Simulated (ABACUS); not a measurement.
Worked example: self-consistent single point of MgCdS₂ (Pmm2, 4 atoms in the cell; from Materials Project mp-1222003, changed as shown) in ABACUS.

All values come from this method and carry its errors: LDA (PW92), PseudoDojo 0.4 standard norm-conserving LDA (tails mended) pseudopotentials (plane waves; ABACUS 3.10.1).

The change in words: atom 4 moved by -0.15 angstrom along y. Reference geometry (P4/mmm):
```xyz
4
Lattice="3.8077 0.0000 0.0000 0.0000 3.8077 0.0000 0.0000 0.0000 5.3857" Properties=species:S:1:pos:R:3 pbc="T T T"
Mg     1.9038     1.9038     2.6928
Cd     0.0000     0.0000     0.0000
S      0.0000     0.0000     2.6928
S      1.9038     1.9038     0.0000
```

Reference input (self-consistent single point, DFT, LDA (PW92), plane waves, PseudoDojo 0.4 standard norm-conserving LDA (tails mended) pseudopotentials): KPT = Gamma 6 6 4 0 0 0; basis_type = pw; dft_functional = PWLDA; ecutwfc = 102 Ry; smearing_method = fd; smearing_sigma = 0.00146997 Ry; potentials = PseudoDojo 0.4 standard norm-conserving LDA (tails mended); symmetry = 1; symmetry_prec = 1e-05; ks_solver = dav; scf_nmax = 100; scf_thr = 1.0e-09 Ry. This run's input differs from it in these lines:

```diff
@@ -50,3 +50,3 @@
    0.0000000000    0.0000000000    0.7072154536
-   0.5000000257    0.5000000257    0.0000000000
+   0.5000000257    0.4606060237    0.0000000000
 # file: KPT
```

Output (repeated stretches shortened):

```
 SELF-CONSISTENT
 -------------------------------------------
                                 init_chg = atomic

 PW ALGORITHM --------------- ION=   1  ELEC=   1--------------------------------

 Notice: Threshold on eigenvalues was too large.

 Density error is 0.223322193772
                          Error Threshold = 0.000530236359463
 E_KohnSham     -513.5864174348      -6987.7016925193
 E_Fermi        0.5917614887         8.0513281030

 PW ALGORITHM --------------- ION=   1  ELEC=   2--------------------------------

 Density error is 0.0332218048393
                          Error Threshold = 0.00053171950898
   [... lines left out ...]

 Density error is 1.76312647996e-08
                          Error Threshold = 1.09781795767e-09
 E_KohnSham     -513.6506593773      -6988.5757489886
 E_Fermi        0.5900069466         8.0274563334

 PW ALGORITHM --------------- ION=   1  ELEC=   8--------------------------------

 Density error is 7.3989782225e-10
                          Error Threshold = 4.19792019039e-11
 E_KohnSham     -513.6506593811      -6988.5757490404
 E_KS(sigma->0) -513.6506378726      -6988.5754564020
 E_entropy(-TS) -0.0000430170        -0.0005852768
 E_Fermi        0.5900028662         8.0274008160
 charge density convergence is achieved
 final etot is -6988.575749 eV
 EFERMI = 8.027400816 eV

 STATE ENERGY(eV) AND OCCUPATIONS    NSPIN == 1
   [... 28 lines left out ...]

 TOTAL-FORCE (eV/Angstrom)
                       Mg1         0.0000000000        -0.0157122523         0.0000000000
                       Cd1         0.0000000000        -0.3120060864         0.0000000000
                        S1         0.0000000000        -0.1771386784         0.0000000000
                        S2         0.0000000000         0.5048570171         0.0000000000

 TOTAL-STRESS (KBAR)
       -47.0741074136         0.0000000000         0.0000000000
         0.0000000000       -50.3018193742         0.0000000000
         0.0000000000         0.0000000000       -53.8506640012
 TOTAL-PRESSURE: -50.408864 KBAR

 --------------------------------------------
 !FINAL_ETOT_IS -6988.5757490404466807 eV
 --------------------------------------------
```

The run converged in 8 iterations. Against the reference run the free energy rises by 9.4 meV/atom, the pressure goes from -5.45 to -5.04 GPa and the largest force goes from 0.000 to 0.505 eV/Å.

The structure comes from a collection of computed structures, made at another level of theory; the collection holds predicted forms beside known ones. No clean gap shows at this smearing width and mesh (spacing up to 0.29 Å⁻¹); the mesh is coarse for partly filled bands, so the values carry mesh errors. Semi-local functionals can close small gaps.

Cost on one core: roughly 4 core-minutes.

“Tails mended”: in these copies of the files the far tail of each local potential was reset to the Coulomb form.
